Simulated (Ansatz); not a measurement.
# SiC under pressure

All numbers below come from DFT LDA, scalar-relativistic, plane waves, PAW (Ansatz). Settings: 420 eV plane-wave cutoff, Γ-centred 12×12×12 mesh, fixed occupations. No spin polarisation. Phonons by linear response, acoustic sum rule imposed.

The cell, relaxed at this level:
```cif
data_structure
_symmetry_space_group_name_H-M 'F-43m'
_symmetry_Int_Tables_number 216
_cell_length_a 4.3290
_cell_length_b 4.3290
_cell_length_c 4.3290
_cell_angle_alpha 90.000
_cell_angle_beta 90.000
_cell_angle_gamma 90.000
_cell_volume 81.13
loop_
_atom_site_label
_atom_site_type_symbol
_atom_site_symmetry_multiplicity
_atom_site_Wyckoff_symbol
_atom_site_fract_x
_atom_site_fract_y
_atom_site_fract_z
_atom_site_occupancy
Si1 Si 4 a 0.00000 0.00000 0.00000 1
C1 C 4 c 0.25000 0.25000 0.25000 1
```

Optical modes at Γ (cm⁻¹) at zero pressure: 798.

Task: Under hydrostatic pressure the same modes lie at 824 cm⁻¹. What is the pressure, and how much has the cell shrunk?

Result: 7 GPa; the volume is 2.8 % smaller.

Cost: 2 runs of about 2.6 core-minutes in all, on Intel Xeon Processor @ 2.50GHz (Skylake/Cascade Lake) (shared hosts).